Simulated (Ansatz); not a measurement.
A geometry of ZrO$_{2}$ away from equilibrium: step 31 of the relaxation of a generated trial cell of ZrO2 in the AFLOW prototype A2B_mP12_3_bc3e_2e (as in SiO2). The numbers are results of r2SCAN (plane waves to 500 eV, PAW, scalar-relativistic; Ansatz, a program for electronic structure), not measurements. Γ-centred k-mesh 5×5×3 on the run's cell (coarser than for final values), Fermi–Dirac smearing 0.05 eV.

```xyz
12
Lattice="5.6477 0.0000 -0.0287 0.0000 3.4166 0.0000 -2.0372 0.0000 8.1129" Properties=species:S:1:pos:R:3:forces:R:3 pbc="T T T" free_energy=-21350.543 pressure_GPa=2.1
Zr    -0.5599     0.6851     5.9334   -0.0300    0.0000    0.0007
Zr     4.1705     0.6851     2.1508    0.0300    0.0000   -0.0007
Zr     1.3768     2.3934     1.0517   -0.0278   -0.0002    0.0019
Zr     2.2338     2.3934     7.0325    0.0278   -0.0002   -0.0019
O     -1.0186     0.6854     4.0565    0.0000   -0.0004    0.0000
O      2.8239     0.6850    -0.0144    0.0000    0.0003    0.0000
O     -0.8015     2.3934     0.9596    0.0125    0.0001    0.0054
O      4.4120     2.3934     7.1246   -0.0125    0.0001   -0.0054
O      0.6874     2.3934     5.6885   -0.0104    0.0000    0.0006
O      2.9232     2.3934     2.3957    0.0104    0.0000   -0.0006
O      0.7245     0.6851     1.9109   -0.0225    0.0002    0.0007
O      2.8861     0.6851     6.1733    0.0225    0.0002   -0.0007
```

Positions in Å, forces in eV/Å, free energy of the cell in eV (comparable only within this code, potentials and settings). Largest force: 0.03 eV/Å, on Zr1, Zr2 (atoms numbered as listed); the geometry lies 0.01 eV/atom above the end of its relaxation.

No spin polarisation in the result.

The run could not lose the symmetry of its start: the end is stationary, and may be a saddle point rather than a minimum.

The end of the path is a generated cell of ZrO2: the first start was made by placing the elements on the sites of a structure type, and the end was not matched to a known phase here, so it may be hypothetical. Known forms of ZrO2 include space group No. 14, 137, 225.
